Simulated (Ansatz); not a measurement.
InAg$_{3}$: do energies and stresses tell the same story?

These are results of Ansatz 0.2.0, DFT r2SCAN, scalar-relativistic, plane waves, PAW, not measurements.

Settings: cutoff 500 eV, Γ-centred mesh 10×10×10 on the computed 4-atom cell, Gaussian smearing of 0.10 eV; no spin polarisation.

Relaxed cell: Pm-3m, a = 4.186 Å, b = 4.186 Å, c = 4.186 Å, α = 90.00°, β = 90.00°, γ = 90.00°, 4 atoms in the primitive cell. Whether it is the stable form of this composition wasn't checked.

Energies at zero smearing and pressures from the stress tensor, at volumes with shape and atoms relaxed:
```json
{"V (Å³/atom)": "16.138", "E − E(first) (meV/atom)": "0.00", "P (GPa)": "17.03"}
{"V (Å³/atom)": "16.688", "E − E(first) (meV/atom)": "-48.48", "P (GPa)": "11.39"}
{"V (Å³/atom)": "17.238", "E − E(first) (meV/atom)": "-79.38", "P (GPa)": "6.76"}
{"V (Å³/atom)": "17.788", "E − E(first) (meV/atom)": "-95.84", "P (GPa)": "3.01"}
{"V (Å³/atom)": "18.338", "E − E(first) (meV/atom)": "-100.74", "P (GPa)": "0.00"}
{"V (Å³/atom)": "18.889", "E − E(first) (meV/atom)": "-96.35", "P (GPa)": "-2.44"}
{"V (Å³/atom)": "19.439", "E − E(first) (meV/atom)": "-84.46", "P (GPa)": "-4.42"}
{"V (Å³/atom)": "20.172", "E − E(first) (meV/atom)": "-59.06", "P (GPa)": "-6.56"}
```

Task: Check P = −dE/dV between neighbouring volumes, and get the bulk modulus from the pressures alone.

Result: With 1 eV/Å³ = 160.2 GPa:
```json
{"middle V (Å³/atom)": "16.413", "−ΔE/ΔV (GPa)": "14.118", "mean P (GPa)": "14.211"}
{"middle V (Å³/atom)": "16.963", "−ΔE/ΔV (GPa)": "8.998", "mean P (GPa)": "9.078"}
{"middle V (Å³/atom)": "17.513", "−ΔE/ΔV (GPa)": "4.795", "mean P (GPa)": "4.886"}
{"middle V (Å³/atom)": "18.063", "−ΔE/ΔV (GPa)": "1.427", "mean P (GPa)": "1.502"}
{"middle V (Å³/atom)": "18.614", "−ΔE/ΔV (GPa)": "-1.279", "mean P (GPa)": "-1.219"}
{"middle V (Å³/atom)": "19.164", "−ΔE/ΔV (GPa)": "-3.463", "mean P (GPa)": "-3.429"}
{"middle V (Å³/atom)": "19.806", "−ΔE/ΔV (GPa)": "-5.548", "mean P (GPa)": "-5.490"}
```

The two differ by 0.09 GPa at most. The mean of two end pressures misses the average over a step by about ΔV² P″/12, up to 0.09 GPa here; with that taken off 0.03 GPa remains. The stress is the derivative of the free energy, not of the energy at zero smearing, and with free energies 0.01 GPa remains. Around V = 18.338 Å³/atom, the two neighbours give B = −V ΔP/ΔV = 18.338 × 5.44 / 1.100 = 90.7 GPa, against B0 = 90.9 GPa from the Birch–Murnaghan fit of the energies.